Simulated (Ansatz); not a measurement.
Given:

ScIr3:
```
ScIr3
1.0
    3.91831     0.00000     0.00000
    0.00000     3.91831     0.00000
    0.00000     0.00000     3.91831
Sc Ir
1 3
Direct
  0.00000   0.00000   0.00000
  0.00000   0.50000   0.50000
  0.50000   0.00000   0.50000
  0.50000   0.50000   0.00000
```

This is the r²SCAN-relaxed structure.

Task: All from r²SCAN (plane waves, PAW; program Ansatz), unless another level is named. Estimate the density of states at the Fermi level.

Result: 1.1 states/eV per atom (mean over ±0.08 eV).

Task: Predict the formation energy from the elements (no fitted shifts).

Result: -0.67 eV/atom.

Space group Pm-3m (Cu3Au type). The workflow started from a Materials Project entry (that database holds measured and hypothetical structures alike); the Crystallography Open Database copy checked does not list it. With Sc and Ir taken as one species the cell has the higher symmetry Fm-3m, so it may be an ordered model of a mixed-site phase. Its standing as an ambient phase is unchecked. Symmetry was held in the r²SCAN relaxation; whether a distortion lowers the energy is not shown. The run is not spin-polarised. The references are the lowest solids computed at this level, not always the standard phases. Spin–orbit coupling is left out wherever it is not named.

Potentials: the later of the program's two PAW sets.
